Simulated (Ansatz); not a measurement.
Here is the system:

ZnS:
```xyz
4
Lattice="4.6664 0.0000 0.0000 0.0000 4.6664 0.0000 0.0000 0.0000 4.0595" Properties=species:S:1:pos:R:3 pbc="T T T"
Zn     2.3332     0.0000     0.2531
Zn     0.0000     2.3332     3.8064
S      0.0000     0.0000     0.0000
S      2.3332     2.3332     0.0000
```

This is the LDA-relaxed structure.

**Question.** All from plane-wave PAW LDA (Ansatz code), unless another level is named. Predict the electronic character.

**Answer.** metallic (no gap).

**Question.** Next, the density of states at the Fermi level?

**Answer.** 0.22 states/eV per atom (mean over ±0.08 eV).

**Question.** And the formation energy from the elements (no fitted shifts)?

**Answer.** -0.19 eV/atom.

Space group P4/nmm. The cell is a constructed one: a structure type filled with these elements; neither database checked (COD, Materials Project) lists it. It is not the phase usual at ambient conditions (space group No. 186, 216). Symmetry was held in the LDA relaxation. At this level the phase is dynamically unstable (imaginary phonons). A crystal of weakly bound layers computed without a dispersion correction: the cell and the soft elastic constants depend strongly on that. The references are the lowest solids computed at this level, not always the standard phases.

Potentials: the later of the program's two PAW sets.
